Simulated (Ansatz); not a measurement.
**Property card for Al₂BN₃**

All numbers below come from DFT PBE, scalar-relativistic, plane waves, PAW in Ansatz.

Cutoff 420 eV; k points 6×6×8 on the computed 6-atom cell (Γ-centred); Gaussian smearing, width 0.02 eV; no spin polarisation.

The structure is relaxed at this level of theory with its symmetry kept, and needn't be the ground state of this composition.

```cif
data_structure
_symmetry_space_group_name_H-M 'Cm'
_symmetry_Int_Tables_number 8
_cell_length_a 5.0713
_cell_length_b 8.6650
_cell_length_c 3.1129
_cell_angle_alpha 90.000
_cell_angle_beta 121.622
_cell_angle_gamma 90.000
_cell_volume 116.48
loop_
_atom_site_label
_atom_site_type_symbol
_atom_site_symmetry_multiplicity
_atom_site_Wyckoff_symbol
_atom_site_fract_x
_atom_site_fract_y
_atom_site_fract_z
_atom_site_occupancy
Al1 Al 4 b 0.28627 0.66507 0.85845 1
B1 B 2 a 0.34067 0.00000 0.04331 1
N1 N 4 b 0.01946 0.65046 0.12014 1
N2 N 2 a 0.05057 0.00000 0.00760 1
```

```json
{
  "Space group": "Cm (No. 8)",
  "Volume per atom": "9.71 Å³",
  "Formation energy from the elements' standard states (uncorrected)": "-1.100 eV/atom",
  "Kohn–Sham band gap": "2.85 eV",
  "Orbital (Löwdin) character of the top 1 eV of the valence band": "N 2p 88 %",
  "Orbital (Löwdin) character of the lowest 1 eV of the conduction band": "Al 3p 38 %, B 2p 25 %, N 2p 15 %, N 2s 9 %, unprojected 10 %",
  "Bader charge by site (e)": "Al (2 in the cell) 2.42, B (1 in the cell) 2.17, N (2 in the cell) -2.37, N (1 in the cell) -2.27"
}
```

The cell was found from a structure generator's guess, not taken from experiment. Kohn–Sham gaps at this level usually fall short of measured ones. Löwdin shares on free-atom orbitals overweight diffuse shells in the empty bands.
